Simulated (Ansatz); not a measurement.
Input:

AlNi$_{3}$:
```yaml
crystal:
  lattice:
    - [0.00000, 2.76798, 2.76798]
    - [2.76798, 0.00000, 2.76798]
    - [2.76798, 2.76798, 0.00000]
  atoms:
    - { symbol: Al, position: [0.50000, 0.50000, 0.50000] }
    - { symbol: Ni, position: [0.25000, 0.25000, 0.25000] }
    - { symbol: Ni, position: [0.75000, 0.75000, 0.75000] }
    - { symbol: Ni, position: [0.00000, 0.00000, 0.00000] }
```

This is the LDA-relaxed structure.

Problem. All from LDA in the plane-wave PAW code Ansatz, unless another level is named. Estimate the highest zone-centre frequency.

Solution. 10.22 THz.

Problem. What about the bulk modulus (Birch–Murnaghan fit)?

Solution. 219 GPa.

Problem. What about the elastic constants (relaxed ions, GPa)?

Solution. C11 = 199, C12 = 228, C44 = 160.

Space group Fm-3m. The workflow started from a Materials Project entry (that database holds measured and hypothetical structures alike); the Crystallography Open Database copy checked does not list it. With Al and Ni taken as one species the cell has the higher symmetry Im-3m, so it may be an ordered model of a mixed-site phase. It is not the phase usual at ambient conditions (space group No. 221). Symmetry was held in the LDA relaxation. At this level the phase is mechanically unstable. No spin polarisation was allowed. As this level gives no gap, shear constants depend on the k-mesh and smearing (Fermi–Dirac, 0.1 eV here). As this level gives no gap, phonon frequencies hold no LO–TO term and depend on the k-mesh and smearing (Fermi–Dirac, 0.1 eV here).

Potentials: the later of the program's two PAW sets.
